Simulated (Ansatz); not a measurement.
**Question.** Each is relaxed and computed with plane-wave PAW PBEsol (Ansatz code). Which is the only metal?
A. Ta2O5, Pmmm (Pearson symbol oP7)
B. Ta2C, P4/nmm (Ta on 2a, Ta on 2c, C on 2c)
C. SiGeC2, P-4m2 (Si on 1a, C on 2g, Ge on 1c)
D. LiTaO3, P4mm (Ta on 1b, Li on 1a, O on 1b, O on 2c)

**Answer.** B, Ta2C, P4/nmm (Ta on 2a, Ta on 2c, C on 2c). Ta2C: metal; SiGeC2: gap 1.38 eV (indirect); LiTaO3: gap 2.21 eV (indirect); Ta2O5: gap 0.32 eV (indirect). Constructed cells (a structure type filled with these elements, in neither database checked): Ta2C, P4/nmm (Ta on 2a, Ta on 2c, C on 2c). Typed or built starts, not in the databases checked: SiGeC2, P-4m2 (Si on 1a, C on 2g, Ge on 1c); LiTaO3, P4mm (Ta on 1b, Li on 1a, O on 1b, O on 2c). Not the usual ambient phase: LiTaO3, P4mm (Ta on 1b, Li on 1a, O on 1b, O on 2c). Standing as an ambient phase not checked: Ta2O5, Pmmm (Pearson symbol oP7). Unstable at this level: Ta2O5, Pmmm (Pearson symbol oP7). All cells were relaxed under the symmetry of their starts (and spin orders); stability against distortions was not tested throughout. Named crystals with no word on spin ran without spin polarisation. Spin–orbit coupling is left out wherever it is not named.

Potentials: the earlier of the program's two PAW sets. The files were generated under PBE; for other functionals the program regenerates the frozen cores, and for LDA and PBEsol the local potential too.
